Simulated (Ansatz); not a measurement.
A crystal relaxed with r2SCAN in Ansatz has space group I-42m (No. 121) and a = 4.759 Å, c = 9.384 Å.

```
atom  site       x       y       z
  Xx    4d  0.5000  0.0000  0.2500
  Ga    8i  0.2765  0.7235  0.1352
  Xx    2b  0.5000  0.5000  0.0000
   P    2a  0.0000  0.0000  0.0000
```

The r2SCAN gap is direct at Γ: 1.12 eV. With HSE06 the gap is 1.74 eV and direct, at Γ. PBE gives a direct gap of 0.76 eV at Γ. Meshes: r2SCAN 8×8×8, HSE06 4×4×4, PBE 8×8×8.

Q: Which element is Xx?
A. N
B. As
C. Bi
D. Sb

A: A. Xx is N: Ga4PN3 as one 8-atom ordering (I-42m) on the zincblende lattice. Around N lie 4 Ga at 2.01 Å; around Ga lie 3 N at 1.97–2.01 Å and 1 P at 2.25 Å; around N lie 4 Ga at 1.97 Å; around P lie 4 Ga at 2.25 Å.

Values at 0 K without nuclear motion; spin polarisation is off, and the phase may be a hypothetical one.

The meshes of the hybrids are coarse, so their gaps aren't converged to the digits shown.
